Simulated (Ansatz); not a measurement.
Consider the following.

As (hcp (Mg type), space group No. 194), a = b = 3.095 Å, c = 4.645 Å, α = β = 90.00°, γ = 120.00°.

This is the PBE-relaxed structure.

Question: All from DFT-PBE in the program Ansatz with PAW potentials, unless another level is named. Estimate the electronic character.

Answer: metallic (no gap).

Question: What about the density of states at the Fermi level?

Answer: 0.64 states/eV per atom (mean over ±0.08 eV).

Space group P6_3/mmc (hcp (Mg type)). A made-up cell: these elements were put on the sites of a structure type; neither database checked (COD, Materials Project) lists it. It is not the phase usual at ambient conditions (space group No. 166). The PBE relaxation kept the symmetry of its start; its stability against distortions is not shown here. Scalar-relativistic: spin–orbit coupling is off unless named, which matters more the heavier the elements.

Potentials: the later of the program's two PAW sets.
